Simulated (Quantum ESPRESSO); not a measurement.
```cif
data_CuO2Rh
_chemical_formula_sum 'O2 Cu1 Rh1'
_space_group_name_H-M_alt 'P 1'
_space_group_IT_number 1
_cell_length_a 5.90975
_cell_length_b 5.90975
_cell_length_c 5.90975
_cell_angle_alpha 30.120
_cell_angle_beta 30.120
_cell_angle_gamma 30.120
loop_
_space_group_symop_operation_xyz
  'x, y, z'
loop_
_atom_site_label
_atom_site_type_symbol
_atom_site_fract_x
_atom_site_fract_y
_atom_site_fract_z
_atom_site_occupancy
O1 O 0.89236 0.89236 0.89236 1
O2 O 0.10764 0.10764 0.10764 1
Cu1 Cu 0.00000 0.00000 0.00000 1
Rh1 Rh 0.50000 0.50000 0.50000 1
```

Cell and atoms were relaxed with PBEsol from Materials Project entry mp-14116, within its symmetry.

Task: What does PBEsol (pw.x of Quantum ESPRESSO, ONCV potentials, without SOC) give for the electronic structure near the Fermi level?

Result: The PBEsol gap is 0.68 eV; at least one edge lies off the plotted path, at a point of the SCF mesh. The smallest direct gap is 1.01 eV. Another valence extremum on the path lies within 0.02 eV, too close to call. Spin-orbit splittings are left out. The 3d shell has no Hubbard U; the runs are without spin polarisation, and magnetic order was not tried.
